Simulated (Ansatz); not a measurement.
AlAs (zinc blende, F-43m), DFT-LDA in the program Ansatz with PAW potentials. The conduction-band minimum lies at X, with 3 equivalent valleys. Second derivatives d²E/dk² of the lowest band at one valley (eV·Å²), along Cartesian directions:

| direction | d²E/dk² |
|---|---|
| [100] | 9.259 |
| [010] | 32.72 |
| [001] | 32.72 |
| [110] | 21.00 |
| [101] | 21.00 |
| [011] | 32.62 |

Task: Find the principal effective masses, the density-of-states mass and the conductivity mass.

Result: Off-diagonal terms follow from H_xy = H[110] − (H_xx + H_yy)/2, and m*/mₑ = 7.620 eV·Å² over each eigenvalue: 0.23, 0.23, 0.82. One valley's DOS mass (m₁m₂m₃)^(1/3) = 0.35, conductivity mass 3/(Σ 1/mᵢ) = 0.31 mₑ.

Task: What effective density of states Nc follows at 300 K for parabolic valleys?

Result: Nc = 2.509e19 × 3 × (0.35)^(3/2) ≈ 1.6e19 cm⁻³.

Task: With the computed static dielectric constant 11.4 (mean of the diagonal), estimate a hydrogenic donor's binding energy and radius.

Result: E = 13.606 eV × 0.31/11.4² ≈ 32 meV; a = 0.529 Å × ε/m* ≈ 19 Å. Semilocal masses tend to be too small when the gap is underestimated.

Task: With ε∞ = 9.44 and ω_LO = 395 cm⁻¹, what Fröhlich coupling constant follows?

Result: α = (1/ε∞ − 1/ε0) √(m* × 13.606 eV/ħω_LO) = 0.17.

The LDA relaxation kept the symmetry of its start. Scalar-relativistic: spin–orbit coupling is off unless named, which matters more the heavier the elements.

Potentials: the earlier of the program's two PAW sets. The files were generated under PBE; for other functionals the program regenerates the frozen cores, and for LDA and PBEsol the local potential too.
